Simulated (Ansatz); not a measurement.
Relaxed ZnS (zinc blende):

```
ZnS
1.0
    0.00000     2.69456     2.69456
    2.69456     0.00000     2.69456
    2.69456     2.69456     0.00000
S Zn
1 1
Direct
  0.75000   0.75000   0.75000
  0.00000   0.00000   0.00000
```

The atoms are displaced by Q × the pattern below (from a DFPT mode at Γ, largest move 1; Q in Å), at fixed cell. It is one choice among 3 degenerate patterns.

| atom | x | y | z |
|---|---|---|---|
| S1 | 0.000 | 0.000 | -1.000 |
| Zn2 | 0.000 | 0.000 | 0.490 |

All values below come from r2SCAN (plane waves to 500 eV, PAW, scalar-relativistic; Ansatz, a quantum-chemistry and plane-wave program). k mesh 11×11×11 (Γ-centred), Fermi-Dirac smearing 0.05 eV. ZnS was relaxed with its symmetry unable to fall. 

```json
[
 {"Q (Å)": "-0.100", "−dE/dQ from forces (eV/Å)": "1.294"},
 {"Q (Å)": "-0.083", "−dE/dQ from forces (eV/Å)": "1.083"},
 {"Q (Å)": "-0.067", "−dE/dQ from forces (eV/Å)": "0.869"},
 {"Q (Å)": "-0.050", "−dE/dQ from forces (eV/Å)": "0.654"},
 {"Q (Å)": "-0.033", "−dE/dQ from forces (eV/Å)": "0.437"},
 {"Q (Å)": "-0.017", "−dE/dQ from forces (eV/Å)": "0.219"},
 {"Q (Å)": "0.000", "−dE/dQ from forces (eV/Å)": "0.000"},
 {"Q (Å)": "0.017", "−dE/dQ from forces (eV/Å)": "-0.219"},
 {"Q (Å)": "0.033", "−dE/dQ from forces (eV/Å)": "-0.437"},
 {"Q (Å)": "0.050", "−dE/dQ from forces (eV/Å)": "-0.654"},
 {"Q (Å)": "0.067", "−dE/dQ from forces (eV/Å)": "-0.869"},
 {"Q (Å)": "0.083", "−dE/dQ from forces (eV/Å)": "-1.083"},
 {"Q (Å)": "0.100", "−dE/dQ from forces (eV/Å)": "-1.294"}
]
```

**Question.** What harmonic wavenumber does the curvature at Q = 0 give?

**Answer.** 273 cm⁻¹. E″ = 13.12 eV/Å², M = Σ mᵢ|uᵢ|² = 47.8 u, ν̃ = 521.5·√(|E″|/M).

(For displaced atoms, the force is minus the slope of the energy, and its curvature is a force constant, which sets phonon frequencies.)
